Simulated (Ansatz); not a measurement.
# What a change of settings does to a run on Mg

The geometry is COD entry 9012001, unchecked; take it as a test cell. The listed cell was then made from it by scaling, straining or moving an atom.

First run: DFT, LDA, all-electron LAPW, scalar-relativistic (Ansatz 0.2.0).

Command: `ansatz run input.yaml --threads 1 --pin off --max-ram 2048MiB --backend cpu --events-out ev --progress --plain --runs-dir out` The run took 6.7 s on 1 thread of Intel(R) Xeon(R) Platinum 8559C (Emerald Rapids), on a shared host.

```yaml
crystal:
  lattice:
    - [3.1768806118, 0.0, 0.0]
    - [-1.5884403059, 2.7512593146, 0.0]
    - [0.0, 0.0, 5.1576671086]
  atoms:
    - { symbol: Mg, position: [0.3333333333, 0.6666666667, 0.25] }
    - { symbol: Mg, position: [0.6666666667, 0.3333333333, 0.75] }
kpoints:
  mp_grid: { grid: [12, 12, 7] }
scf:
  occupations: { method: fermi_dirac, width: 0.05 }
hamiltonian:
  xc: lda
  pseudopotentials: { kind: all_electron, lapw: { basis_error: 0.001 } }
output:
  forces: true
  stress: true
relax:
  f_tol: 0.005
  max_steps: 80
  cell: {}
```

Result: converged; relaxed volume 21.590 Å³/atom; 15 SCF iterations in all.

The input is then changed:

```diff
@@ -8,9 +8,9 @@
     - { symbol: Mg, position: [0.6666666667, 0.3333333333, 0.75] }
 kpoints:
-  mp_grid: { grid: [12, 12, 7] }
+  mp_grid: { grid: [6, 6, 4] }
 scf:
   occupations: { method: fermi_dirac, width: 0.05 }
 hamiltonian:
-  xc: lda
+  xc: pbesol
   pseudopotentials: { kind: all_electron, lapw: { basis_error: 0.001 } }
 output:
```

Task: What does the second run give?

Result: It converged; relaxed volume 22.520 Å³/atom; 13 SCF iterations in all. Some of these settings are too coarse for converged properties.
